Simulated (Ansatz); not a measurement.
ZrSnF₆ in space group P2/c (No. 13; Pearson symbol mP16), the program Ansatz at the r²SCAN+D4 level (PAW). The conduction-band minimum lies at C2, with 1 equivalent valley. Second derivatives d²E/dk² of the lowest band at one valley (eV·Å²), along Cartesian directions:

```tsv
direction	d²E/dk²
[100]	7.302
[010]	1.452
[001]	10.12
[110]	4.377
[101]	3.810
[011]	5.786
```

Problem. Find the principal effective masses, the density-of-states mass and the conductivity mass.

Solution. Off-diagonal terms follow from H_xy = H[110] − (H_xx + H_yy)/2, and m*/mₑ = 7.620 eV·Å² over each eigenvalue: 0.55, 2.1, 5.2. One valley's DOS mass (m₁m₂m₃)^(1/3) = 1.8, conductivity mass 3/(Σ 1/mᵢ) = 1.2 mₑ.

Problem. What effective density of states Nc follows at 300 K for parabolic valleys?

Solution. Nc = 2.509e19 × 1 × (1.8)^(3/2) ≈ 6.1e19 cm⁻³.

The workflow started from an entry of the Crystallography Open Database (COD, 295 K). Whether it is the stable phase at ambient conditions was not checked. Symmetry was held in the r²SCAN+D4 relaxation; whether a distortion lowers the energy is not shown. The run is not spin-polarised. Scalar-relativistic: spin–orbit coupling is off unless named, which matters more the heavier the elements.

Potentials: the later of the program's two PAW sets.

Edges and masses are those of Kohn–Sham bands, whose gap is no quasiparticle gap.
